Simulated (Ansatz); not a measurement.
Ba2ScO3F:
Space group I4mm (No. 107); a = 4.147 Å, b = 4.147 Å, c = 13.524 Å, α = 90.00°, β = 90.00°, γ = 90.00°

| atom | site | symmetry | x | y | z |
|---|---|---|---|---|---|
| Ba | 2a | 4mm | 0.0000 | 0.0000 | 0.6364 |
| Ba | 2a | 4mm | 0.0000 | 0.0000 | 0.3614 |
| Sc | 2a | 4mm | 0.0000 | 0.0000 | 0.9872 |
| O | 4b | 2mm. | 0.0000 | 0.5000 | 0.0061 |
| O | 2a | 4mm | 0.0000 | 0.0000 | 0.8378 |
| F | 2a | 4mm | 0.0000 | 0.0000 | 0.1650 |
(The calculation used a cell of 7 atoms; values per cell refer to that cell.)

Relaxed at zero pressure with r²SCAN in the plane-wave PAW code Ansatz.

The volume is raised by 3 % and shape and atoms relax at that volume. What pressure results, and how do the axes share the change?

-2.6 GPa; a 0.8 %, b 0.8 %, c 1.3 %; the energy rises by 4 meV/atom.

Give the new structure.


Space group I4mm (No. 107); a = b = 4.1823 Å, c = 13.6984 Å, α = β = γ = 90.00°

```
atom  site  symmetry       x       y       z
----  ----  --------  ------  ------  ------
Ba      2a       4mm  0.0000  0.0000  0.6348
Ba      2a       4mm  0.0000  0.0000  0.3618
Sc      2a       4mm  0.0000  0.0000  0.9867
O       4b      2mm.  0.0000  0.5000  0.0060
O       2a       4mm  0.0000  0.0000  0.8393
F       2a       4mm  0.0000  0.0000  0.1655
```

The phase is kept; no other phase was compared at this pressure.

The first step of the workflow began from a Materials Project structure, measured or hypothetical; the Crystallography Open Database copy checked does not list it. Its standing as an ambient phase is unchecked. The r²SCAN relaxation kept the symmetry of its start; its stability against distortions is not shown here. No spin polarisation was allowed. Spin–orbit coupling is left out wherever it is not named.

Potentials: the later of the program's two PAW sets.
